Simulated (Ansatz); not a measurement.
Relaxed-ion elastic tensor of Rh (fcc (Cu type), Fm-3m) in GPa (Voigt order), plane-wave PAW r²SCAN (Ansatz code); density 12.46 g/cm³, 13.72 Å³ per atom.

```csv
,1,2,3,4,5,6
1,445,200,200,0.0,0.0,0.0
2,200,445,200,0.0,0.0,0.0
3,200,200,445,0.0,0.0,0.0
4,0.0,0.0,0.0,196,0.0,0.0
5,0.0,0.0,0.0,0.0,196,0.0
6,0.0,0.0,0.0,0.0,0.0,196
```

Question: Is the crystal mechanically stable?

Answer: Yes: the smallest eigenvalue of C is 196 GPa.

Question: Work out the Voigt, Reuss and Hill averages.

Answer: K_V = 282, K_R = 282, K_H = 282; G_V = 167, G_R = 158, G_H = 162 GPa.

Question: Give Young's modulus, Poisson's ratio, Pugh's ratio and the universal anisotropy index.

Answer: E = 9KG/(3K + G) = 409 GPa; ν = 0.26; K/G = 1.74 (near the Pugh limit of 1.75, no verdict); A_U = 5G_V/G_R + K_V/K_R − 6 = 0.27.

Question: Estimate the sound speeds and the Debye temperature.

Answer: v_l = √((K + 4G/3)/ρ) = 6320 m/s, v_t = √(G/ρ) = 3610 m/s, mean 4010 m/s; Θ = (h/k)(3n/4πV)^(1/3) v_m = 499 K.

Question: Give the Zener ratio and Young's modulus along [100], [110] and [111].

Answer: A = 2C44/(C11 − C12) = 1.60; 1/E = S11 − 2(S11 − S12 − S44/2)Γ with Γ = 0, 1/4, 1/3 gives 321, 426, 477 GPa.

The cell was relaxed with r²SCAN under the symmetry of its start. The run is not spin-polarised. As this level gives no gap, shear constants depend on the k-mesh and smearing (Fermi–Dirac, 0.1 eV here). On the denser mesh and wider smearing of the elastic run this cell carries a stress of 0.4 GPa.

Potentials: the later of the program's two PAW sets.
